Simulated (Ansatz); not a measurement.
La2O3:
```xyz
5
Lattice="3.9404 0.0000 0.0000 -1.9702 3.4125 0.0000 0.0000 0.0000 6.1875" Properties=species:S:1:pos:R:3 pbc="T T T"
La     1.9702     1.1375     4.6569
La     0.0000     2.2750     1.5306
O      1.9702     1.1375     2.1947
O      0.0000     2.2750     3.9928
O      0.0000     0.0000     0.0000
```

Relaxed with PBE.

### Question
Give the optical modes at the zone centre with their infrared and Raman activity from DFPT, the program Ansatz at the PBE level (PAW).

### Answer
Transverse frequencies, without the LO–TO term; a row sums one degenerate level.

```
ω (cm⁻¹)  degeneracy  IR ((D/Å)²/amu)  Raman (Å⁴/amu)  activity  symmetry
--------  ----------  ---------------  --------------  --------  --------
97                 2             0.00             3.6     Raman        Eg
164                2            46.80               0        IR        Eu
173                1            30.49               0        IR       A2u
181                1             0.00             6.1     Raman       A1g
344                2            33.33               0        IR        Eu
379                2             0.00             140     Raman        Eg
381                1             0.00              58     Raman       A1g
426                1             2.35               0        IR       A2u
```

### Question
How high does the top mode go among those that the LO–TO term moves?

### Answer
537 cm⁻¹ for q along x, 537 cm⁻¹ for q along y, 492 cm⁻¹ for q along z.

Space group P-3m1 (La2O3 or Ni2Al3 type). The cell was relaxed with PBE under the symmetry of its start; phonons on a q-mesh show no instability. Spin–orbit coupling is left out wherever it is not named.

Potentials: the later of the program's two PAW sets.
